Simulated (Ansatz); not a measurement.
Mg:
```
CELL_PARAMETERS angstrom
      3.14663     0.00000     0.00000
     -1.57331     2.72506     0.00000
      0.00000     0.00000     5.03825
ATOMIC_POSITIONS crystal
  Mg 0.33333 0.66667 0.75000
  Mg 0.66667 0.33333 0.25000
```

Relaxed with LDA. Special points in fractions of this cell's reciprocal vectors: Γ (0.000, 0.000, 0.000); M (0.500, 0.000, 0.000); K (0.333, 0.333, 0.000); A (0.000, 0.000, 0.500); L (0.500, 0.000, 0.500); H (0.333, 0.333, 0.500).

Problem. List the band energies nearest the Fermi level at these points for LDA in the plane-wave PAW code Ansatz.

Solution. In eV from the Fermi level; about four levels below and three above (degenerate sets whole), none deeper than 8.9 eV; … stands for higher levels left out; points with the same levels are listed once.

```csv
k,below,above
Γ,-7.18 -1.66 -1.14,11.09 11.09 11.23 11.23
M,-2.25 -2.25,2.77 3.12 3.51
K,-0.69 -0.67 -0.67,4.26 4.26 4.56
A,-5.70 -5.70,5.41 5.41 …
L,-1.15 -1.15 -0.47 -0.47,8.20 8.20 …
H,–,0.17 0.17 0.67 0.67
```

Space group P6_3/mmc (hcp (Mg type)). The cell was relaxed with LDA under the symmetry of its start.

Potentials: the later of the program's two PAW sets.
